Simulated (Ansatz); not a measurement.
Ag$_{2}$O in space group Pn-3m (No. 224; Ag on 4c, O on 2a) at seven volumes, DFT-PBE in the program Ansatz with PAW potentials, scaled uniformly. One row is withheld.

```csv
V (Å³/atom),P (GPa)
16.901,8.45
17.458,5.09
18.015,2.31
18.573,-0.01
19.130,-1.92
19.687,-3.51
20.244,?
```

**Question.** Fit the shown pressures and predict the withheld one.

**Answer.** P = (3/2)B₀(x^(7/2) − x^(5/2))[1 + (3/4)(B′ − 4)(x − 1)] with x = (V₀/V)^(2/3). Least squares on the six rows gives V₀ = 18.571 Å³/atom, B₀ = 70.1 GPa, B′ = 5.23. At V = 20.244, x = 0.9441 and P = -4.83 GPa. The run itself gave -4.82 GPa.

Symmetry was held in the PBE relaxation; of distortions, only those at the zone centre were tested. No spin polarisation was allowed.

Potentials: the later of the program's two PAW sets.
